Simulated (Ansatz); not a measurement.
Geometry optimisation in Ansatz: input, command and trajectory.

```yaml
crystal:
  lattice:
    - [3.8477877177, 2.2215212746, 2.6189182755]
    - [-3.8477877177, 2.2215212746, 2.6189182755]
    - [0.0, -4.4430425493, 2.6189182755]
  atoms:
    - { symbol: Ca, position: [0.0, 0.0, 0.0] }
    - { symbol: Al, position: [0.9222, 0.2958, 0.1911] }
    - { symbol: Al, position: [0.2958, 0.1911, 0.9222] }
    - { symbol: Al, position: [0.1911, 0.9222, 0.2958] }
    - { symbol: Al, position: [0.0778, 0.7042, 0.8089] }
    - { symbol: Al, position: [0.7042, 0.8089, 0.0778] }
    - { symbol: Al, position: [0.8089, 0.0778, 0.7042] }
    - { symbol: C, position: [0.5, 0.5, 0.5] }
basis:
  ecutwfc: 420
kpoints:
  mp_grid: { grid: [3, 3, 3] }
hamiltonian:
  xc: pbe
scf:
  occupations: { method: gaussian, width: 0.1 }
  lower_state_search: "off"
output:
  forces: true
  stress: true
  eigenvalues: true
relax:
  adjacent_minimum: "off"
  f_tol: 0.04
  max_steps: 70
  cell: { stress_tol: 0.4 }
```

```bash
ansatz run input.yaml --threads 1 --pin off --max-ram 2560MiB --backend cpu --events-out ev --progress --plain --runs-dir out
```

These are results of Ansatz 0.2.0, DFT PBE, scalar-relativistic, plane waves, PAW, not measurements.

Of 16 frames 10 are shown, positions in Å and forces in eV/Å; the SCF threshold varies from step to step. Steps run on the plane waves of an earlier cell, with a Pulay correction in the pressure. The basis is chosen afresh for the last frame, the zero of the energies, and at times for earlier ones too; energy and pressure can step there, also at an unchanged geometry. Where two frames share a geometry here, they differ by under 2 meV/atom and 0.3 GPa.

```xyz
8
Lattice="3.8478 2.2215 2.6189 -3.8478 2.2215 2.6189 0.0000 -4.4430 2.6189" Properties=species:S:1:pos:R:3:forces:R:3 pbc="T T T" step=1 free_energy_over_end_meV_per_atom=4137.06 pressure_GPa=45.88
Ca    0.0000    0.0000    0.0000    0.0000    0.0000    0.0000
Al    2.4103    1.8567    3.6903   -9.8843   -2.5068    7.0325
Al    0.4029   -3.0157    3.6903    2.7712    9.8134    7.0325
Al   -2.8131    1.1590    3.6903    7.1131   -7.3066    7.0325
Al   -2.4103   -1.8567    4.1664    9.8843    2.5068   -7.0325
Al   -0.4029    3.0157    4.1664   -2.7712   -9.8134   -7.0325
Al    2.8131   -1.1590    4.1664   -7.1131    7.3066   -7.0325
C     0.0000    0.0000    3.9284    0.0000    0.0000    0.0000
8
Lattice="3.8819 2.2412 2.6447 -3.8819 2.2412 2.6447 0.0000 -4.4824 2.6447" Properties=species:S:1:pos:R:3:forces:R:3 pbc="T T T" step=3 free_energy_over_end_meV_per_atom=1857.66 pressure_GPa=14.25
Ca    0.0000    0.0000    0.0000    0.0000    0.0000    0.0000
Al    2.1118    1.8466    3.9467   -3.9700   -0.6073    2.8668
Al    0.5433   -2.7522    3.9467    1.4591    3.7418    2.8668
Al   -2.6552    0.9056    3.9467    2.5109   -3.1345    2.8668
Al   -2.1118   -1.8466    3.9872    3.9700    0.6073   -2.8668
Al   -0.5433    2.7522    3.9872   -1.4591   -3.7418   -2.8668
Al    2.6552   -0.9056    3.9872   -2.5109    3.1345   -2.8668
C     0.0000    0.0000    3.9670    0.0000    0.0000    0.0000
8
Lattice="3.9030 2.2534 2.6827 -3.9030 2.2534 2.6827 0.0000 -4.5068 2.6827" Properties=species:S:1:pos:R:3:forces:R:3 pbc="T T T" step=4 free_energy_over_end_meV_per_atom=1235.74 pressure_GPa=7.49
Ca    0.0000    0.0000    0.0000    0.0000    0.0000    0.0000
Al    1.9656    1.8546    4.1236   -2.6406   -0.2893    1.7963
Al    0.6233   -2.6296    4.1236    1.0698    2.4314    1.7963
Al   -2.5889    0.7750    4.1236    1.5708   -2.1422    1.7963
Al   -1.9656   -1.8546    3.9244    2.6406    0.2893   -1.7963
Al   -0.6233    2.6296    3.9244   -1.0698   -2.4314   -1.7963
Al    2.5889   -0.7750    3.9244   -1.5708    2.1422   -1.7963
C     0.0000    0.0000    4.0240    0.0000    0.0000    0.0000
8
Lattice="3.9156 2.2606 2.7381 -3.9156 2.2606 2.7381 0.0000 -4.5213 2.7381" Properties=species:S:1:pos:R:3:forces:R:3 pbc="T T T" step=6 free_energy_over_end_meV_per_atom=582.17 pressure_GPa=1.92
Ca    0.0000    0.0000    0.0000    0.0000    0.0000    0.0000
Al    1.6254    1.8806    4.3958   -1.1634    0.0748    0.6218
Al    0.8159   -2.3479    4.3958    0.6465    0.9702    0.6218
Al   -2.4413    0.4674    4.3958    0.5169   -1.0450    0.6218
Al   -1.6254   -1.8806    3.8185    1.1634   -0.0748   -0.6218
Al   -0.8159    2.3479    3.8185   -0.6465   -0.9702   -0.6218
Al    2.4413   -0.4674    3.8185   -0.5169    1.0450   -0.6218
C     0.0000    0.0000    4.1071    0.0000    0.0000    0.0000
8
Lattice="3.8261 2.2090 2.7675 -3.8261 2.2090 2.7675 0.0000 -4.4180 2.7675" Properties=species:S:1:pos:R:3:forces:R:3 pbc="T T T" step=8 free_energy_over_end_meV_per_atom=344.23 pressure_GPa=3.13
Ca    0.0000    0.0000    0.0000    0.0000    0.0000    0.0000
Al    1.3054    1.8568    4.7083   -0.6613   -0.0091    0.0456
Al    0.9553   -2.0590    4.7083    0.3228    0.5773    0.0456
Al   -2.2608    0.2021    4.7083    0.3385   -0.5682    0.0456
Al   -1.3054   -1.8568    3.5942    0.6613    0.0091   -0.0456
Al   -0.9553    2.0590    3.5942   -0.3228   -0.5773   -0.0456
Al    2.2608   -0.2021    3.5942   -0.3385    0.5682   -0.0456
C     0.0000    0.0000    4.1513    0.0000    0.0000    0.0000
8
Lattice="3.9300 2.2690 2.7835 -3.9300 2.2690 2.7835 0.0000 -4.5380 2.7835" Properties=species:S:1:pos:R:3:forces:R:3 pbc="T T T" step=9 free_energy_over_end_meV_per_atom=249.63 pressure_GPa=-1.05
Ca    0.0000    0.0000    0.0000    0.0000    0.0000    0.0000
Al    1.1719    1.8698    4.8345   -0.4756   -0.5169    0.1533
Al    1.0333   -1.9498    4.8345   -0.2099    0.6703    0.1533
Al   -2.2052    0.0800    4.8345    0.6855   -0.1534    0.1533
Al   -1.1719   -1.8698    3.5160    0.4756    0.5169   -0.1533
Al   -1.0333    1.9498    3.5160    0.2099   -0.6703   -0.1533
Al    2.2052   -0.0800    3.5160   -0.6855    0.1534   -0.1533
C     0.0000    0.0000    4.1753    0.0000    0.0000    0.0000
8
Lattice="3.9914 2.3044 2.7046 -3.9914 2.3044 2.7046 0.0000 -4.6089 2.7046" Properties=species:S:1:pos:R:3:forces:R:3 pbc="T T T" step=11 free_energy_over_end_meV_per_atom=72.62 pressure_GPa=-1.47
Ca    0.0000    0.0000    0.0000    0.0000    0.0000    0.0000
Al    0.9068    1.7397    4.9394   -0.1155   -0.1537    0.4176
Al    1.0532   -1.6552    4.9394   -0.0754    0.1769    0.4176
Al   -1.9600   -0.0845    4.9394    0.1909   -0.0232    0.4176
Al   -0.9068   -1.7397    3.1742    0.1155    0.1537   -0.4176
Al   -1.0532    1.6552    3.1742    0.0754   -0.1769   -0.4176
Al    1.9600    0.0845    3.1742   -0.1909    0.0232   -0.4176
C     0.0000    0.0000    4.0568    0.0000    0.0000    0.0000
8
Lattice="3.9440 2.2771 2.6071 -3.9440 2.2771 2.6071 0.0000 -4.5541 2.6071" Properties=species:S:1:pos:R:3:forces:R:3 pbc="T T T" step=13 free_energy_over_end_meV_per_atom=3.15 pressure_GPa=-0.28
Ca    0.0000    0.0000    0.0000    0.0000    0.0000    0.0000
Al    0.7000    1.5994    5.0579    0.0936    0.0940   -0.0167
Al    1.0351   -1.4059    5.0579    0.0346   -0.1280   -0.0167
Al   -1.7351   -0.1935    5.0579   -0.1281    0.0340   -0.0167
Al   -0.7000   -1.5994    2.7634   -0.0936   -0.0940    0.0167
Al   -1.0351    1.4059    2.7634   -0.0346    0.1280    0.0167
Al    1.7351    0.1935    2.7634    0.1281   -0.0340    0.0167
C     0.0000    0.0000    3.9107    0.0000    0.0000    0.0000
8
Lattice="3.9467 2.2786 2.5923 -3.9467 2.2786 2.5923 0.0000 -4.5573 2.5923" Properties=species:S:1:pos:R:3:forces:R:3 pbc="T T T" step=14 free_energy_over_end_meV_per_atom=1.11 pressure_GPa=-0.06
Ca    0.0000    0.0000    0.0000    0.0000    0.0000    0.0000
Al    0.7211    1.6138    5.0119    0.0213    0.0289   -0.0033
Al    1.0371   -1.4314    5.0119    0.0144   -0.0329   -0.0033
Al   -1.7582   -0.1824    5.0119   -0.0357    0.0040   -0.0033
Al   -0.7211   -1.6138    2.7651   -0.0213   -0.0289    0.0033
Al   -1.0371    1.4314    2.7651   -0.0144    0.0329    0.0033
Al    1.7582    0.1824    2.7651    0.0357   -0.0040    0.0033
C     0.0000    0.0000    3.8885    0.0000    0.0000    0.0000
8
Lattice="3.9607 2.2867 2.5659 -3.9607 2.2867 2.5659 0.0000 -4.5734 2.5659" Properties=species:S:1:pos:R:3:forces:R:3 pbc="T T T" step=16 free_energy_over_end_meV_per_atom=0.00 pressure_GPa=0.02
Ca    0.0000    0.0000    0.0000    0.0000    0.0000    0.0000
Al    0.7326    1.6269    4.9550    0.0072    0.0170    0.0155
Al    1.0427   -1.4479    4.9550    0.0111   -0.0147    0.0155
Al   -1.7753   -0.1790    4.9550   -0.0183   -0.0023    0.0155
Al   -0.7326   -1.6269    2.7427   -0.0072   -0.0170   -0.0155
Al   -1.0427    1.4479    2.7427   -0.0111    0.0147   -0.0155
Al    1.7753    0.1790    2.7427    0.0183    0.0023   -0.0155
C     0.0000    0.0000    3.8488    0.0000    0.0000    0.0000
```

The start puts this composition into another compound's structure type, which needn't suit it. At the end the space group is R-3 (tolerance 0.05 Å).

Time: 52 s on 1 thread of Arm Neoverse N1 (shared host), peak memory 0.34 GiB.

The k mesh is coarse.